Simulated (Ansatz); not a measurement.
Data:

ZrSe₂:
```
CELL_PARAMETERS angstrom
      1.85249     1.06953     7.24831
     -1.85249     1.06953     7.24831
      0.00000    -2.13907     7.24831
ATOMIC_POSITIONS crystal
  Zr 0.99998 0.99998 0.99998
  Se 0.25570 0.25570 0.25570
  Se 0.41102 0.41102 0.41102
```

This is the PBE-relaxed structure.

Question: All from PBE in the plane-wave PAW code Ansatz, unless another level is named. Estimate the hole effective mass.

Answer: 0.32, 1.4, 1.5 mₑ (principal values).

Question: And the electron effective mass?

Answer: 0.73, 1.1, 6.5 mₑ (principal values).

Question: Give the band gap.

Answer: 0.47 eV (indirect).

Question: Predict the smallest direct gap on the standard path.

Answer: 0.97 eV.

Question: Next, the weight of the conduction-edge state by species (Voronoi cells)?

Answer: Zr 69 %, Se 31 %.

Question: Give the weight of the valence-edge state by species (Voronoi cells).

Answer: Se 92 %, Zr 8 %.

Space group R3m. The cell is a constructed one: a structure type filled with these elements; neither database checked (COD, Materials Project) lists it. COD files the formula under space group No. 164, so this cell is another polymorph or a model. Whether it is the stable phase at ambient conditions was not checked. The PBE relaxation kept the symmetry of its start; its stability against distortions is not shown here. The run is not spin-polarised. A crystal of weakly bound layers computed without a dispersion correction: the cell and the soft elastic constants depend strongly on that. Spin–orbit coupling is left out wherever it is not named.

Potentials: the later of the program's two PAW sets.
